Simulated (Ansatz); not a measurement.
Input:

CaO:
```
CELL_PARAMETERS angstrom
      0.00000     2.39746     2.39746
      2.39746     0.00000     2.39746
      2.39746     2.39746     0.00000
ATOMIC_POSITIONS crystal
  Ca 0.00000 0.00000 0.00000
  O  0.50000 0.50000 0.50000
```

This is the r²SCAN-relaxed structure.

All from plane-wave PAW r²SCAN (Ansatz code), unless another level is named. Predict the Born charges (a third of the trace).

Ca +2.33, O -2.33 e.

What about the Bader charges?

Ca +1.52, O -1.52 e.

Give the electronic dielectric constant ε∞ (DFPT).

3.52.

Space group Fm-3m (rock salt). The r²SCAN relaxation kept the symmetry of its start; phonons on a q-mesh show no instability.

Potentials: the later of the program's two PAW sets.
